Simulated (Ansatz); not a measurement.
Question: Name crystals whose computed values (plane-wave PAW LDA (Ansatz code)) fall in these windows: B₀ by P(V) fit (GPa) 250 to 290; highest Γ mode, no LO–TO term (cm⁻¹) 130 to 150.

Answer: 

| crystal | B₀ by P(V) fit (GPa) | highest Γ mode, no LO–TO term (cm⁻¹) |
|---|---|---|
| NbRu, CsCl type | 267 | 136 |
| TaRu, CsCl type | 286 | 145 |
Others may fit too.

Standing as an ambient phase not checked: NbRu, CsCl type; TaRu, CsCl type. Unstable at this level: NbRu, CsCl type; TaRu, CsCl type. All cells were relaxed under the symmetry of their starts (and spin orders); stability against distortions was not tested throughout. Rows with no word on spin ran without spin polarisation. Spin–orbit coupling is left out wherever it is not named.

Potentials: the later of the program's two PAW sets.
